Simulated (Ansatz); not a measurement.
In DFT-PBE in the program Ansatz with PAW potentials, Nb$_{2}$AlB$_{2}$ in the hexagonal phase (P-6m2; Nb on 2h, Al on 1a, B on 1b, B on 1f) relaxes to a = 3.117 Å, c = 7.597 Å. Its formation energy from the elements is -0.64 eV/atom, with no fitted shifts.

Electronic character: metallic (no gap).

The bulk modulus is 182 GPa.

The start of the workflow was typed in or built on a structure type; neither database checked (COD, Materials Project) lists it. Whether it is the stable phase at ambient conditions was not checked. The PBE relaxation kept the symmetry of its start; its stability against distortions is not shown here. The run is not spin-polarised. The references are the lowest solids computed at this level, not always the standard phases. Scalar-relativistic: spin–orbit coupling is off unless named, which matters more the heavier the elements.

Potentials: the earlier of the program's two PAW sets.
